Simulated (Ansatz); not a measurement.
TaGe2:
```xyz
3
Lattice="4.6778 0.0000 0.0000 -2.3389 4.0511 0.0000 0.0000 0.0000 2.7255" Properties=species:S:1:pos:R:3 pbc="T T T"
Ta     0.0000     0.0000     0.0000
Ge     0.0000     2.7007     1.3627
Ge     2.3389     1.3504     1.3627
```

Relaxed with PBE. Special points in fractions of this cell's reciprocal vectors: Γ (0.000, 0.000, 0.000); M (0.500, 0.000, 0.000); K (0.333, 0.333, 0.000); A (0.000, 0.000, 0.500); L (0.500, 0.000, 0.500); H (0.333, 0.333, 0.500).

Problem. List the band energies nearest the Fermi level at these points for DFT-PBE in the program Ansatz with PAW potentials.

Solution. In eV from the Fermi level; about four levels below and three above (degenerate sets whole), none deeper than 8.9 eV; … stands for higher levels left out; points with the same levels are listed once.

```csv
k,below,above
Γ,-5.29 -5.29 -3.52 -0.80 -0.80,3.31 3.31 3.57
M,-5.42 -5.01 -2.12 -1.37,1.96 2.67 2.76
K,-7.49 -2.75 -1.80 -1.80,2.91 2.91 3.01
A,-0.99 -0.99 -0.38 -0.38,5.24 6.66 …
L,-6.38 -4.85 -4.57 -4.48,0.13 0.13 0.52
H,-3.03 -0.85 -0.64 -0.64,1.56 1.56 5.37 5.37
```

Space group P6/mmm. The cell is a constructed one: a structure type filled with these elements; neither database checked (COD, Materials Project) lists it. COD files the formula under space group No. 180, so this cell is another polymorph or a model. Whether it is the stable phase at ambient conditions was not checked. The PBE relaxation kept the symmetry of its start; its stability against distortions is not shown here. No spin polarisation was allowed. Spin–orbit coupling is left out wherever it is not named.

Potentials: the later of the program's two PAW sets.
